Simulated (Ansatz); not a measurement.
The cell comes from COD entry 1510855, which wasn't checked; take it as a given geometry.

A run of Ansatz 0.2.0 printed the following.

```
Yb: projections on atomic orbitals take those of the free atom 1s2 2s2 2p6 3s2 3p6 3d10 4s2 4p6 4d10 4f14 5s2 5p6 5d0 6s2, of charge +0.00 (hamiltonian.pseudopotentials.projection_atoms)
B: projections on atomic orbitals take those of the free atom 1s2 2s2 2p1, of charge +0.00 (hamiltonian.pseudopotentials.projection_atoms)
LAPW: plane waves up to 8.762 Å⁻¹, error target 5.0e-4 eV per atom; small_component_spin mean_spin; B in spheres of 0.938 Å, 5 of its electrons in bands, Dirac shells []; Yb in spheres of 1.604 Å, 34 of its electrons in bands, Dirac shells []
Engine: ansatz 0.2.0
Pseudopotentials: kind: all_electron
Pseudopotential: Yb, LAPW, valence charge 34, Koelling and Harmon's equation, gaussian nucleus
Pseudopotential: B, LAPW, valence charge 5, Koelling and Harmon's equation, gaussian nucleus
Functional definition: PBE
  parameter kappa = 0.804
  parameter beta = 0.06672455060314922
  exchange = pbe_x(kappa = kappa, mu = beta*pi^2/3)
  correlation = pbe_c(beta = beta)
Crystal: 3 atoms, lattice volume = 34.140 Å³
Basis set: ecut = 292.4865144560319 eV, 401 PW (Γ), exchange–correlation at level 2
Bands: 27, of which v1, the nominal top of the filled ones, is band 22 counted from 1 (21 counted from 0)
Symmetry: 24 space group operations
Space group: P6/mmm (ITA 191), of the structure as read, at distance tolerance 3.2e-5 Å
k-points: 126 of 1690
Non-local potential: Yb, projectors of the file, none
Non-local potential: B, projectors of the file, none
Initial density: superposition of atomic densities (chi_scale 0.1, normalization cell)
Initial wavefunctions: plane waves of lowest kinetic energy (no species holds an atomic orbital)
Functional: x = pbe(κ = 0.804, μ = 0.2195149727645171), c = pbe(β = 0.06672455060314922)
iter 1 solved again at ethr=6.37e-2 eV; its pass at ethr=1.00e-1 eV (dr2=2.80e1 eV) is discarded
SCF iter   1: F=—  HF=-383910.456680 eV  |F-HF|=—  |Δ(HF+E_count)|=         —  Δρ=1.97e-1  dr2=2.81e1  ethr=6.37e-2  ⟨swp⟩=2.0  Hψ=41358  notcnv=0
automatic band count: the SCF goes on with 32 bands, as 27 were too few: the levels above may hold too much charge
preconditioner: auto → Kerker (q_TF=auto, 2.846 Å⁻¹)  [metal: Δε(μ)=0.003 eV  Ē_g=12.779 eV  σ=0.050 eV  W_gap=0.01  n_scr=20 (ndim 8)  ℏωp=33.6 eV  f_vac=0.000  D(μ)=23.24/eV (n_scr^D=792)]
SCF iter   2: F=—  HF=-384059.037802 eV  |F-HF|=—  |Δ(HF+E_count)|=    1.49e2  Δρ=2.30e-1  dr2=3.87e1  ethr=6.37e-2  ⟨swp⟩=3.0  Hψ=12053  notcnv=0
SCF iter   3: F=—  HF=-383951.167999 eV  |F-HF|=—  |Δ(HF+E_count)|=    1.08e2  Δρ=8.40e-2  dr2=4.36e0  ethr=6.37e-2  ⟨swp⟩=2.1  Hψ=11001  notcnv=0
SCF iter   4: F=—  HF=-383904.733463 eV  |F-HF|=—  |Δ(HF+E_count)|=    4.64e1  Δρ=4.58e-2  dr2=8.59e-1  ethr=9.92e-3  ⟨swp⟩=2.3  Hψ=11320  notcnv=0
SCF iter   5: F=—  HF=-383903.261732 eV  |F-HF|=—  |Δ(HF+E_count)|=    1.47e0  Δρ=3.22e-2  dr2=2.76e-1  ethr=1.95e-3  ⟨swp⟩=2.9  Hψ=12107  notcnv=0
SCF iter   6: F=—  HF=-383897.043031 eV  |F-HF|=—  |Δ(HF+E_count)|=    6.22e0  Δρ=1.65e-2  dr2=1.80e-1  ethr=6.28e-4  ⟨swp⟩=3.0  Hψ=13381  notcnv=0
SCF iter   7: F=—  HF=-383914.719880 eV  |F-HF|=—  |Δ(HF+E_count)|=         —  Δρ=1.77e-1  dr2=1.87e1  ethr=4.09e-4  ⟨swp⟩=3.1  Hψ=13627  notcnv=0
the basis was enlarged: its passes take 1.6 MiB over the memory plan, 1 of 1 planned eigensolver slots
SCF iter   8: F=—  HF=-383896.829575 eV  |F-HF|=—  |Δ(HF+E_count)|=    1.79e1  Δρ=1.05e-2  dr2=5.20e-2  ethr=4.09e-4  ⟨swp⟩=3.0  Hψ=14396  notcnv=0
SCF iter   9: F=—  HF=-383896.746037 eV  |F-HF|=—  |Δ(HF+E_count)|=   8.35e-2  Δρ=8.40e-3  dr2=3.71e-2  ethr=1.18e-4  ⟨swp⟩=2.0  Hψ=9995  notcnv=0
SCF iter  10: F=—  HF=-383896.687412 eV  |F-HF|=—  |Δ(HF+E_count)|=   5.86e-2  Δρ=3.66e-3  dr2=5.46e-3  ethr=8.44e-5  ⟨swp⟩=2.0  Hψ=10401  notcnv=0
SCF iter  11: F=—  HF=-383896.686068 eV  |F-HF|=—  |Δ(HF+E_count)|=   1.34e-3  Δρ=3.62e-3  dr2=6.90e-3  ethr=1.24e-5  ⟨swp⟩=2.7  Hψ=10732  notcnv=0
SCF iter  12: F=—  HF=-383896.677929 eV  |F-HF|=—  |Δ(HF+E_count)|=   8.14e-3  Δρ=1.01e-3  dr2=6.64e-4  ethr=1.24e-5  ⟨swp⟩=2.0  Hψ=10276  notcnv=0
iter 13 solved again at ethr=1.06e-7 eV; its pass at ethr=1.51e-6 eV (dr2=4.65e-5 eV) is discarded
SCF iter  13: F=—  HF=-383896.677446 eV  |F-HF|=—  |Δ(HF+E_count)|=   4.83e-4  Δρ=4.07e-4  dr2=4.64e-5  ethr=1.06e-7  ⟨swp⟩=2.0  Hψ=18364  notcnv=0
SCF iter  14: F=—  HF=-383896.677334 eV  |F-HF|=—  |Δ(HF+E_count)|=   1.12e-4  Δρ=1.09e-4  dr2=2.66e-6  ethr=1.06e-7  ⟨swp⟩=2.0  Hψ=10633  notcnv=0
SCF iter  15: F=—  HF=-383896.677331 eV  |F-HF|=—  |Δ(HF+E_count)|=   3.45e-6  Δρ=8.20e-5  dr2=4.40e-6  ethr=6.04e-9  ⟨swp⟩=2.4  Hψ=10681  notcnv=0
SCF iter  16: F=—  HF=-383896.677329 eV  |F-HF|=—  |Δ(HF+E_count)|=   1.91e-6  Δρ=4.31e-5  dr2=1.26e-6  ethr=6.04e-9  ⟨swp⟩=2.0  Hψ=10633  notcnv=0
SCF iter  17: F=—  HF=-383896.677328 eV  |F-HF|=—  |Δ(HF+E_count)|=   6.79e-7  Δρ=9.70e-6  dr2=7.13e-8  ethr=2.86e-9  ⟨swp⟩=2.0  Hψ=10633  notcnv=0
SCF iter  18: F=-383896.677328 eV  HF=-383896.677328 eV  |F-HF|=1.79e-8  |Δ(HF+E_count)|=   4.13e-8  Δρ=2.23e-6  dr2=2.48e-9  ethr=1.62e-10  ⟨swp⟩=2.0  Hψ=10633  notcnv=0
SCF 1 converged in 18 iterations: F = -383896.677328 eV  dr2 = 2.48e-9
NSCF: frozen V_eff on 65 k-points
SCF converged after 18 iterations
Free energy (F): -383896.677328 eV
Harris-Foulkes:  -383896.677328 eV  (|F-HF|=1.79e-8)
Internal energy: -383896.646087 eV  (E = F + TS)
E sigma→0 (E₀):  -383896.661707 eV
Entropy (-TS):   -0.031241 eV (-10.414 meV/atom)
Fermi energy:    16.385660 eV
--- Per-component energies (eV) ---
  E_band       = -2005.020903
  E_kinetic    = 424359.668616
  E_xc         = -8223.765779
  E_electrostatic = -800032.548924  (all electrons and nuclei)
  E_smearing   = -0.031241  (= −TS)
  E_closure    = 0.000000  (closes the sum)
  E_atoms      = -383880.418333  (free atoms, spherical and without spin; not in F)
  Σ components = -383896.677328   (vs F -383896.677328, Δ=0.00e0)
  Basis errors (estimates in eV, not in F): energy 1.3e-4 per atom: plane waves 1.2e-4 (6.0e-5 summed), levels above the bands 4.8e-123, relativity 2.2e-8, radial functions 1.7e-5, core shells 3.2e-7; eigenvalues (radial functions only) 1.9e-6; not estimated: angular momenta, meshes, grids; target (lapw.basis_error) 5.0e-4; muffin-tin radii B 0.938 Å, Yb 1.604 Å
--- Forces (eV/Å), atoms counted from 1 ---
  atom   1  Yb    -0.00000000    -0.00000000     0.00000000
  atom   2  B      0.00000000     0.00000000    -0.00000000
  atom   3  B      0.00000000    -0.00000000     0.00000000
  max |Σ_I F_I| component: 2.78e-17 eV/Å
--- Stress (GPa, compression-positive) ---
       -0.611320       0.000000      -0.000000
        0.000000      -0.611320       0.000000
       -0.000000       0.000000       7.958617
  P = ⅓ Tr σ = 2.2453 GPa (22.453 kbar)
--- Band table (eV; the first three rows and the last of 126) ---
  k-point 0: bands = ["-159.2296", "-159.2296", "-159.1856", "-159.1856", "-159.1032", "-155.9888", "-155.9821", "-34.4581", "-6.6757", "-6.3044", "-6.3044", "5.2846", "14.9057", "15.7004", "15.8295", "15.8295", "15.9307", "15.9307", "15.9808", "15.9808", "16.0554", "16.1863", "16.5465", "22.5392", "23.0647", "23.0647", "23.2071", "23.2071", "23.8479", "23.8479", "24.7783", "26.5881"]
  k-point 1: bands = ["-159.2296", "-159.2296", "-159.1856", "-159.1856", "-159.1032", "-155.9888", "-155.9821", "-34.4575", "-6.7070", "-6.3025", "-6.3025", "5.4268", "14.2873", "15.7006", "15.7087", "15.7087", "15.9880", "15.9880", "16.0188", "16.0555", "16.1257", "16.1257", "17.3164", "22.1167", "22.1167", "22.5708", "22.9351", "22.9351", "24.7006", "25.0020", "25.0020", "26.8912"]
  k-point 2: bands = ["-159.2296", "-159.2296", "-159.1856", "-159.1856", "-159.1032", "-155.9888", "-155.9821", "-34.4560", "-6.7875", "-6.2977", "-6.2977", "5.8275", "13.1870", "15.6050", "15.6050", "15.7012", "15.9717", "16.0081", "16.0081", "16.0555", "16.4430", "16.4430", "18.4405", "21.0988", "21.0988", "22.2608", "22.2608", "22.6634", "24.4912", "26.6189", "26.6189", "27.7543"]
  k-point 125: bands = ["-159.2296", "-159.2296", "-159.1856", "-159.1856", "-159.1032", "-155.9857", "-155.9851", "-34.3808", "-6.9918", "-6.8530", "-6.6964", "9.1462", "9.8641", "13.1114", "15.6356", "15.7504", "15.8567", "15.9945", "15.9991", "16.0000", "16.0075", "16.0325", "16.0681", "23.3422", "24.8191", "25.1900", "25.8235", "26.0652", "26.0830", "26.5261", "26.6102", "29.4722"]
--- Löwdin populations: 3 sites ---
  site symbol       q [e]
     0     Yb     69.6833
     1      B      5.1471
     2      B      5.1471
  spilling = 0.000282 (of n_electrons = 80.000000)
```

The cell and starting positions:

```
CELL_PARAMETERS angstrom
3.25030 0.00000 0.00000
-1.62515 2.81484 0.00000
0.00000 0.00000 3.73150
ATOMIC_POSITIONS crystal
Yb 0.00000 0.00000 0.00000
B 0.33333 0.66667 0.50000
B 0.66667 0.33333 0.50000
```

Parts of the input that the log doesn't repeat:

```yaml
  band_path:
    path:
      - [0.0, 0.0, 0.0]
      - [0.5, 0.0, 0.0]
      - [0.3333333333, 0.3333333333, 0.0]
      - [0.0, 0.0, 0.0]
      - [0.0, 0.0, 0.5]
      - [0.5, 0.0, 0.5]
      - [0.3333333333, 0.3333333333, 0.5]
      - [0.0, 0.0, 0.5]
      - [0.5, 0.0, 0.5]
    npoints: 8
output:
  forces: true
  stress: true
  eigenvalues: true
  populations: true
  dos: { projected: true, de: 0.2, e_range: [-14, 8] }
```

Q: Write the input that produced this log.

A: 
```yaml
crystal:
  lattice:
    - [3.2502989738, 0.0, 0.0]
    - [-1.6251494869, 2.8148414812, 0.0]
    - [0.0, 0.0, 3.7315]
  atoms:
    - { symbol: Yb, position: [0.0, 0.0, 0.0] }
    - { symbol: B, position: [0.3333333333, 0.6666666667, 0.5] }
    - { symbol: B, position: [0.6666666667, 0.3333333333, 0.5] }
kpoints:
  mp_grid: { grid: [13, 13, 10] }
  band_path:
    path:
      - [0.0, 0.0, 0.0]
      - [0.5, 0.0, 0.0]
      - [0.3333333333, 0.3333333333, 0.0]
      - [0.0, 0.0, 0.0]
      - [0.0, 0.0, 0.5]
      - [0.5, 0.0, 0.5]
      - [0.3333333333, 0.3333333333, 0.5]
      - [0.0, 0.0, 0.5]
      - [0.5, 0.0, 0.5]
    npoints: 8
scf:
  occupations: { method: fermi_dirac, width: 0.05 }
hamiltonian:
  xc: pbe
  pseudopotentials: { kind: all_electron, lapw: { basis_error: 0.0005 } }
output:
  forces: true
  stress: true
  eigenvalues: true
  populations: true
  dos: { projected: true, de: 0.2, e_range: [-14, 8] }
```
This is the input that was run; digits and keys that the log doesn't show could differ in an equivalent one.
